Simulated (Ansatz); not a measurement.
ZnSnN$_{2}$:
```xyz
4
Lattice="1.6013 0.9245 5.2122 -1.6013 0.9245 5.2122 0.0000 -1.8490 5.2122" Properties=species:S:1:pos:R:3 pbc="T T T"
Zn     0.0000     0.0000     0.0000
Sn     0.0000     0.0000     7.8182
N      0.0000     0.0000    11.7810
N      0.0000     0.0000     3.8555
```

The program Ansatz at the PBE level (PAW) gives a gap of 0.45 eV without spin–orbit coupling, maximum on the Γ–S0 line, 58 % of the way from Γ, minimum at Γ.

Q: What happens when spin–orbit coupling is switched on?

A: The gap hardly moves, to 0.45 eV; maximum off the standard path, at k = (-0.016, 0.190, -0.206), minimum at Γ.

Q: Give the electron effective mass with spin–orbit coupling.

A: 0.099 mₑ (isotropic).

Q: Give the hole effective mass with spin–orbit coupling.

A: 0.29, 0.88, 15 mₑ (principal values).

Space group R-3m. The start of the workflow was typed in or built on a structure type; neither database checked (COD, Materials Project) lists it. Its standing as an ambient phase is unchecked. The cell was relaxed with PBE under the symmetry of its start; its stability against distortions is not shown here. Its formation energy is positive at this level, so the cell may be metastable or incomplete.

Potentials: the earlier of the program's two PAW sets.
